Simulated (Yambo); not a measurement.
Yambo run on KF (rock salt, space group Fm-3m, No. 225). The wavefunctions are PBEsol (Quantum ESPRESSO, PseudoDojo norm-conserving, 84 Ry, scalar-relativistic) ones on a 4×4×4 mesh (8 occupied bands); a = b = c = 3.749 Å, α = β = γ = 60.00°.

Yambo input:

```
gw0
dyson
el_el_corr
HF_and_locXC
ppa
em1d
EXXRLvcs= 84 Ry
VXCRLvcs= 336 Ry
Chimod= "HARTREE"
% BndsRnXp
 1 | 140 |
%
NGsBlkXp= 14 Ry
% LongDrXp
 1.0 | 1.0 | 1.0 |
%
PPAPntXp= 27.2114 eV
% GbndRnge
 1 | 140 |
%
GTermKind= "BG"
DysSolver= "n"
ExtendOut
% QPkrange
 1 | 1 | 8 | 9 |
%
```

k points by index: 1 = Γ.

Resulting energies as the program prints them:

```
#    K-point    Band    Eo [eV]    E [eV]    E-Eo [eV]    Vxc [eV]    Vnlxc [eV]    Sc|Eo [eV]    Sc|E [eV]    dSc/dw|Eo [eV]    Re(Z)    Im(Z)
#
    1    8    0.000000    -2.428558    -2.428558    -21.67158    -29.01955    4.355337    4.919418    -6.320061    0.811517    -0.001051
    1    9    6.181482    7.426207    1.244725    -8.326334    -4.130166    -2.814223    -2.951442    -2.999668    0.900709    -0.558267E-3
```
(The two width columns are left out.) Convergence of these settings isn't established.

Geometry relaxed with PBEsol.
